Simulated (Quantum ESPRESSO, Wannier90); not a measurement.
**Wannierisation of KTaO3 (cubic perovskite)**

```
CELL_PARAMETERS angstrom
      3.99488     0.00000     0.00000
      0.00000     3.99488     0.00000
      0.00000     0.00000     3.99488
ATOMIC_POSITIONS crystal
  K  0.50000 0.50000 0.50000
  Ta 0.00000 0.00000 0.00000
  O  0.00000 0.50000 0.00000
  O  0.50000 0.00000 0.00000
  O  0.00000 0.00000 0.50000
```

Structure: Materials Project mp-3614, symmetrised, not relaxed again. COD (Crystallography Open Database) records the formula in this space group. Ideal cubic forms of this type are often high-temperature phases that distort on cooling; symmetry holds the cell here, and its stability was not tested. Level: PBEsol, spinors with spin-orbit coupling; pw.x of Quantum ESPRESSO at 68 Ry with PseudoDojo potentials, 6×6×6 k-points, Wannier90. Density: 8×8×8 mesh, cold smearing 0.01 Ry.

The plane-wave run has 76 bands and 40 electrons a cell. On the energy scale of pw.x, whose zero is arbitrary, the valence-band maximum lies at 8.57 eV.

Isolated groups of bands, relative to the valence-band maximum (bands from 41 on overlap up to the last one computed):

```tsv
bands	from (eV)	to (eV)	filling	weight on atomic waves
1–2	-67.31	-67.31	filled	Ta 5s 96 %
3–4	-40.26	-40.23	filled	Ta 5p 98 %
5–8	-31.69	-31.55	filled	Ta 5p 96 %
9–10	-27.10	-27.04	filled	K 3s 97 %
11–16	-17.40	-15.57	filled	O 2s 82 %, Ta 5d 9 %, Ta 6s 4 %
17–22	-11.16	-10.52	filled	K 3p 96 %
23–40	-5.56	0.00	filled	O 2p 82 %, Ta 5d 13 %
```

Input w.win, without the blocks of cell, atoms and k-points (216 lines):

```
num_bands = 54
num_wann = 28
exclude_bands = 1-22
spinors = true
num_iter = 400
conv_tol = 1.0e-6
conv_window = 4
dis_num_iter = 600
dis_conv_tol = 1.0e-6
dis_froz_max = 12.07
dis_win_max = 17.63
write_hr = true
write_u_matrices = true
begin projections
f=-0.00292,0.01003,-0.00689: d
f=-0.01048,0.50573,0.00374: p
f=0.50581,0.00220,0.01087: p
f=-0.00723,0.01021,0.50031: p
end projections
mp_grid = 6 6 6
```

wannier90.x stops with:
```
dis_windows: Energy window contains fewer states than number of target WFs
```
At some k-point the outer window holds fewer bands than num_wann, so no subspace of that size can be extracted. Mended as below, all else unchanged, the run goes through (Ω_I = 26.9 Å²) and follows the plane-wave bands to 1.3 meV rms (states up to 3.0 eV relative to the valence-band maximum).
Remove the line dis_win_max = 17.63.
